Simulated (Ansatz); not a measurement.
**HfTl₂PbS₄: field gradients at two levels of theory**

Cell: a measured structure from the Crystallography Open Database (COD), its atoms then relaxed with PBE in this cell.

```
Hf Tl Pb S
1.0
     7.73475   -4.11275    0.00000
     7.73475    4.11275    0.00000
    -2.21398    0.00000    6.33454
Hf Tl Pb S
2 4 2 8
Direct
  0.87881 0.12119 0.25000
  0.12119 0.87881 0.75000
  0.87504 0.62311 0.23088
  0.37689 0.12496 0.26912
  0.12496 0.37689 0.76912
  0.62311 0.87504 0.73088
  0.37690 0.62310 0.25000
  0.62310 0.37690 0.75000
  0.99442 0.19832 0.00351
  0.80168 0.00558 0.49649
  0.00558 0.80168 0.99649
  0.19832 0.99442 0.50351
  0.76969 0.44422 0.46348
  0.55578 0.23031 0.03652
  0.23031 0.55578 0.53652
  0.44422 0.76969 0.96348
```

Atom numbers follow the list; atoms alike are taken as one site, whose name carries the number of the first.

First run. Method: Kohn–Sham DFT in Ansatz, PBE, plane waves and PAW, scalar-relativistic, 420 eV cutoff, Γ-centred 4×4×5 k-points, Fermi–Dirac smearing 0.02 eV.

| site | atom | V_zz (10²¹ V/m²) | η |
| --- | --- | --- | --- |
| Hf | 1 | 1.81 | 0.32 |
| Tl | 3 | -7.04 | 0.96 |
| Pb | 7 | 5.09 | 0.32 |
| S9 | 9 | 3.22 | 0.27 |
| S13 | 13 | -3.27 | 0.61 |

Second run. The same atoms and settings, except that the functional is r2SCAN and the cutoff is 500 eV.

(1) What does the second run give?

Answers

(1) 

| site | atom | V_zz | η | change of V_zz |
| --- | --- | --- | --- | --- |
| Hf | 1 | 1.74 | 0.31 | -0.07 |
| Tl | 3 | 7.04 | 0.99 | – |
| Pb | 7 | 4.85 | 0.35 | -0.24 |
| S9 | 9 | 2.90 | 0.19 | -0.32 |
| S13 | 13 | -2.91 | 0.66 | +0.36 |

The largest change of V_zz along a kept axis is on S13, from -3.27 to -2.91. In per cent, |V_zz| changes by -4 on Hf, -5 on Pb, -11 to -10 on S (all sites that start above 0.5, bar those whose gradient vanishes or changes sign or whose main axis turns by over 40°). On Tl the largest principal value lies along another axis in the second run, so the two V_zz can't be compared directly.

Spin–orbit coupling is left out, which shifts gradients on Pb and Tl by a few per cent in wide-gap crystals, and can shift them far more where the calculated gap is small or absent, as here.
